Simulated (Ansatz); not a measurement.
Input file for Ansatz (a quantum-chemistry and plane-wave program):

Ansatz 0.2 input:
```yaml
crystal:
  lattice:
    - [4.4360450675, 0.0, 0.0]
    - [-2.2180225338, 3.8417277208, 0.0]
    - [0.0, 0.0, 2.5219588896]
  atoms:
    - { symbol: C, position: [0.4478962418, 0.8957924837, 0.25] }
    - { symbol: C, position: [0.1042075163, 0.5521037582, 0.25] }
    - { symbol: C, position: [0.4478962418, 0.5521037582, 0.25] }
    - { symbol: C, position: [0.5521037582, 0.1042075163, 0.75] }
    - { symbol: C, position: [0.8957924837, 0.4478962418, 0.75] }
    - { symbol: C, position: [0.5521037582, 0.4478962418, 0.75] }
kpoints:
  mp_grid: { grid: [4, 4, 6] }
hamiltonian:
  xc: hse06
  pseudopotentials: { azcp: { folder: ./paw }, kind: paw }
scf:
  n_extra_bands: 6
  occupations: { method: fixed }
output:
  eigenvalues: true
  eigenstates:
    e_range: [-9.0, 11.7]
    kpoints:
      - [0.0, 0.0, 0.0]  # VBM
      - [0.0, 0.0, 0.0]  # CBM
      - [0.0, 0.0, 0.0]  # GAMMA
      - [0.0, 0.0, 0.5]  # A
      - [0.3333333333, 0.3333333333, 0.0]  # K
      - [0.3333333333, 0.3333333333, 0.5]  # H
      - [0.5, 0.0, 0.0]  # M
      - [0.5, 0.0, 0.5]  # L
```

Output (shortened):

```
Pseudopotentials: kind: paw
Pseudopotential: C, paw, valence charge 4
Functional definition: HSE06
davidson cushion auto → on  (no smearing: the cushion is to keep the highest requested band from converging to the state above it …
Crystal: 6 atoms, lattice volume = 42.979 Å³
Basis set: ecut = 420 eV, 855 PW (Γ)
Bands: 18, of which v1, the nominal top of the filled ones, is band 12 counted from 1 (11 counted from 0)
Symmetry: 24 space group operations
Space group: P63/mmc (ITA 194), of the structure as read, at distance tolerance 3.5e-5 Å
k-points: 16 of 96
PAW frozen core: C, regenerated for the run's functional, and the local potential with it
Initial density: superposition of atomic densities (chi_scale 0.1, normalization cell)
Initial wavefunctions: pseudopotential atomic-orbital guess
Eigensolver: davidson
Functional: x = pbe(κ = 0.804, μ = 0.2195149727645171), c = pbe(β = 0.06672455060314922), warm-up for x = pbe(κ = 0.804, μ = 0.2195149727645171) + 0.25 (exact …
SCF iter   1: F=—  HF=-1505.287103 eV  |F-HF|=—  |Δ(HF+E_count)|=         —  Δρ=1.23e-1  dr2=5.62e0  ethr=1.00e-1  ⟨swp⟩=4.2  Hψ=1072  notcnv=0
preconditioner: auto → none
SCF iter   2: F=—  HF=-1503.275770 eV  |F-HF|=—  |Δ(HF+E_count)|=    2.01e0  Δρ=4.65e-2  dr2=5.97e-1  ethr=2.34e-2  ⟨swp⟩=3.2  Hψ=706  notcnv=0
iter 3 solved again at ethr=3.53e-5 eV; its pass at ethr=2.49e-3 eV (dr2=8.48e-3 eV) is discarded
SCF iter   3: F=—  HF=-1503.146545 eV  |F-HF|=—  |Δ(HF+E_count)|=   1.29e-1  Δρ=6.92e-3  dr2=8.23e-3  ethr=3.53e-5  ⟨swp⟩=3.9  Hψ=1529  notcnv=0  defer=2
SCF iter   4: F=-1503.149313 eV  HF=-1503.149257 eV  |F-HF|=5.54e-5  |Δ(HF+E_count)|=   2.71e-3  Δρ=7.14e-4  dr2=9.44e-5  ethr=3.43e-5  ⟨swp⟩=3.0  Hψ=670  notcnv=0  defer=2
SCF 1 stopped early in 4 iterations: F = -1503.149313 eV  dr2 = 9.44e-5
Crystal: 6 atoms, lattice volume = 42.979 Å³
Initial density: handed on by an earlier stage of this run
Initial wavefunctions: those handed on with the density
Functional: x = pbe(κ = 0.804, μ = 0.2195149727645171) + 0.25 (exact − pbe) at short range (hse, ω = 0.20786987370883472 Å⁻¹), c = pbe(β = 0.06672455060314922); HSE06 as pw.x's `hse` composes it (authors' and Libxc's form: `xc: wpbeh`)
Exchange kernel: α = 0.2500, screened, ω = 0.2079 Å⁻¹, Wigner–Seitz truncation, v(0) = 1036.0623 eV·Å³, q-mesh 4×4×6, nearest image of the exchange supercell L …
Frozen-core exchange: fock
SCF iter   1: F=—  HF=-1503.401100 eV  |F-HF|=—  |Δ(HF+E_count)|=         —  Δρ=9.48e-3  dr2=1.71e-2  ethr=3.93e-6  ⟨swp⟩=7.1  Hψ=1533  notcnv=0
preconditioner: auto → none
SCF iter   2: F=—  HF=-1503.393993 eV  |F-HF|=—  |Δ(HF+E_count)|=   7.11e-3  Δρ=3.12e-3  dr2=1.86e-3  ethr=3.93e-6  ⟨swp⟩=4.1  Hψ=1005  notcnv=0
SCF iter   3: F=—  HF=-1503.399475 eV  |F-HF|=—  |Δ(HF+E_count)|=   5.48e-3  Δρ=5.23e-4  dr2=4.86e-5  ethr=3.93e-6  ⟨swp⟩=3.8  Hψ=934  notcnv=0
SCF iter   4: F=-1503.399460 eV  HF=-1503.399460 eV  |F-HF|=2.37e-7  |Δ(HF+E_count)|=   1.49e-5  Δρ=6.46e-5  dr2=5.81e-6  ethr=1.73e-7  ⟨swp⟩=3.1  Hψ=728  notcnv=0
SCF 2 stopped early in 4 iterations: F = -1503.399460 eV  dr2 = 5.81e-6
hybrid outer 1: dexx = +6.914e-3 eV, tail = 3.98e-5 eV
Crystal: 6 atoms, lattice volume = 42.979 Å³
Exchange kernel: α = 0.2500, screened, ω = 0.2079 Å⁻¹, Wigner–Seitz truncation, v(0) = 1036.0623 eV·Å³, q-mesh 4×4×6, nearest image of the exchange supercell L …
Frozen-core exchange: fock
SCF iter   1: F=—  HF=-1503.399640 eV  |F-HF|=—  |Δ(HF+E_count)|=         —  Δρ=9.40e-5  dr2=1.83e-6  ethr=8.29e-7  ⟨swp⟩=3.0  Hψ=677  notcnv=0
preconditioner: auto → none
iter 2 solved again at ethr=2.07e-10 eV; its pass at ethr=6.96e-9 eV (dr2=4.96e-8 eV) is discarded
SCF iter   2: F=—  HF=-1503.399640 eV  |F-HF|=—  |Δ(HF+E_count)|=   1.91e-7  Δρ=1.89e-5  dr2=1.02e-7  ethr=2.07e-10  ⟨swp⟩=3.0  Hψ=1630  notcnv=0
SCF iter   3: F=-1503.399641 eV  HF=-1503.399641 eV  |F-HF|=4.92e-9  |Δ(HF+E_count)|=   6.59e-7  Δρ=6.77e-6  dr2=9.05e-9  ethr=2.05e-10  ⟨swp⟩=4.9  Hψ=1034  notcnv=0  defer=4
SCF 3 converged in 3 iterations: F = -1503.399641 eV  dr2 = 9.05e-9
hybrid outer 2: dexx = +9.846e-7 eV, tail = 3.21e-8 eV, Δε = 2.00e-3 eV (about 6.41e-5 eV left of the loop's levels)
the search or the solves at the SCF's close seem to have found levels that the self-consistency loop had missed (the run counts 1) …
NSCF: frozen V_eff on 8 k-points
hybrid SCF converged: 2 outer / 7 inner (+4 warm-up), last move |dexx| = 9.85e-7 eV, tail = 3.21e-8 eV
Stability not checked (fock_operator)
Free energy (F): -1503.399641 eV
Frozen-core exchange: fock
Harris-Foulkes:  -1503.399641 eV  (|F-HF|=4.92e-9)
Internal energy: -1503.399641 eV  (E = F + TS)
E sigma→0 (E₀):  -1503.399641 eV
Fermi energy:    10.158349 eV
--- Per-component energies (eV) ---
  E_band       = -25.311511
  E_kinetic    = 539.298769
  E_local      = -749.824758  (includes V_loc(G=0)·N_el)
  E_nonlocal   = 134.504667
  E_hartree    = 241.538195
  E_xc         = -231.021833
  E_vxc        = -282.150168  (∫ρ·V_xc dr)
  E_exx        = -54.663543  (= α·E_x^exact, valence–valence)
  E_paw        = -599.297287  (= ΣΔE_a)
  E_vpaw       = -40.890451  (= ΣTr[D̂ρ^β])
  E_aug_tail   = 0.000131  (compensation charges beyond the density's cutoff)
  E_ewald      = -783.830674
  E_core_change = -0.103309  (= ΣΔE_core)
  E_smearing   =  0.000000  (= −TS)
  E_closure    =  0.000000  (closes the sum)
  Σ components = -1503.399641   (vs F -1503.399641, Δ=0.00e0)
  [band-id]    e_kinetic+e_local+e_nonlocal+2·e_hartree+e_vxc+2·e_exx+e_vpaw+e_augmentation_tail = -25.312505   (vs E_band -25.311511, Δ=-9.94e-4)
--- Band table (eV; the first three rows and the last of 16) ---
  k-point 0: bands = ["-14.3265", "-9.2219", "-6.7473", "-6.7473", "-0.4960", "-0.4960", "1.4830", "2.0026", "6.1226", "6.1226", "10.1583", "10.1583", "13.4857", "14.8011", "14.8706", "15.4902", "17.7764", "17.7764"]
  k-point 1: bands = ["-13.8124", "-8.9055", "-6.2706", "-6.2706", "-0.5925", "0.0342", "0.0342", "1.1514", "4.2326", "4.2326", "9.3656", "9.3656", "13.7844", "14.0883", "16.6529", "18.3549", "18.7167", "18.7167"]
  k-point 2: bands = ["-12.3160", "-8.5498", "-4.8492", "-4.8492", "-3.4745", "-1.0068", "0.3789", "0.3789", "2.0664", "2.0664", "7.1482", "7.1482", "14.4949", "15.8396", "18.9462", "19.9785", "19.9785", "20.2677"]
  k-point 15: bands = ["-9.6279", "-9.6279", "-5.7417", "-5.7417", "-2.9148", "-2.9148", "0.1613", "0.1613", "4.3151", "4.3151", "5.2798", "5.2798", "15.6116", "15.6116", "16.9492", "16.9492", "18.6751", "18.6751"]
  band table: 18 of 18 bands, residual norms ≤ 1.0e-3 eV
```

Cost: very roughly 40 core-seconds on shared cores.

The points marked VBM and CBM come from a semilocal run.

Space group P6_3/mmc. The start of the workflow was typed in or built on a structure type. Its sites differ from those of the usual phase in this space group: another stacking or structure type. Symmetry was held in the r²SCAN relaxation; whether a distortion lowers the energy is not shown.

Potentials: the earlier of the program's two PAW sets.

Ansatz is a plane-wave DFT program.
